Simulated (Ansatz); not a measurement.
SnTePt:
```
CELL_PARAMETERS angstrom
      6.54427     0.00000     0.00000
      0.00000     6.54427     0.00000
      0.00000     0.00000     6.54427
ATOMIC_POSITIONS crystal
  Sn 0.87387 0.12613 0.62613
  Sn 0.62613 0.87387 0.12613
  Sn 0.37387 0.37387 0.37387
  Sn 0.12613 0.62613 0.87387
  Te 0.12678 0.87322 0.37322
  Te 0.37322 0.12678 0.87322
  Te 0.62678 0.62678 0.62678
  Te 0.87322 0.37322 0.12678
  Pt 0.49665 0.50335 0.00335
  Pt 0.00335 0.49665 0.50335
  Pt 0.99665 0.99665 0.99665
  Pt 0.50335 0.00335 0.49665
```

Relaxed with r²SCAN. Special points in fractions of this cell's reciprocal vectors: Γ (0.000, 0.000, 0.000); X (0.000, 0.500, 0.000); M (0.500, 0.500, 0.000); R (0.500, 0.500, 0.500); X1 (0.500, 0.000, 0.000).

**Question.** List the band energies nearest the valence-band maximum at these points for DFT-r²SCAN in the program Ansatz with PAW potentials.

**Answer.** In eV from the valence-band maximum; about four levels below and three above (degenerate sets whole), none deeper than 8.9 eV; points with the same levels are listed once.

```tsv
k	below	above
Γ	-2.03 -0.37 -0.37 -0.37	0.19 0.19 0.19
X	-1.39 -1.39 -0.71 -0.71	0.79 0.79 2.17 2.17
M	-0.79 -0.79 -0.49 -0.49	1.83 1.83 1.84 1.84
R	-0.63 -0.63 -0.63 -0.63	0.51 0.51 0.51 0.51
```

Space group P2_13. The first step of the workflow began from a Materials Project structure, measured or hypothetical; the Crystallography Open Database copy checked does not list it. Whether it is the stable phase at ambient conditions was not checked. The cell was relaxed with r²SCAN under the symmetry of its start; whether a distortion lowers the energy is not shown. No spin polarisation was allowed. Spin–orbit coupling is left out wherever it is not named.

Potentials: the later of the program's two PAW sets.
